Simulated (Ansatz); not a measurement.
SrGaHO₂:
```xyz
5
Lattice="3.9937 0.0000 0.0000 0.0000 3.9937 0.0000 0.0000 0.0000 3.6268" Properties=species:S:1:pos:R:3 pbc="T T T"
Sr     1.9968     1.9968     1.8134
Ga     0.0000     0.0000     0.0000
O      1.9968     0.0000     0.0000
O      0.0000     1.9968     0.0000
H      0.0000     0.0000     1.8134
```

Plane-wave PAW PBE (Ansatz code) gives a gap of 0.58 eV without spin–orbit coupling, maximum at A, minimum at Z.

Q: What happens when spin–orbit coupling is switched on?

A: The gap is nearly the same, to 0.58 eV; maximum at A, minimum at Z.

Q: Give the electron effective mass with spin–orbit coupling.

A: 0.099, 0.19, 0.19 mₑ (principal values).

Q: Give the hole effective mass with spin–orbit coupling.

A: 0.67, 0.67, 6.3 mₑ (principal values).

Space group P4/mmm. The start of the workflow was typed in or built on a structure type; neither database checked (COD, Materials Project) lists it. Its standing as an ambient phase is unchecked. The PBE relaxation kept the symmetry of its start; its stability against distortions is not shown here.

Potentials: the earlier of the program's two PAW sets.
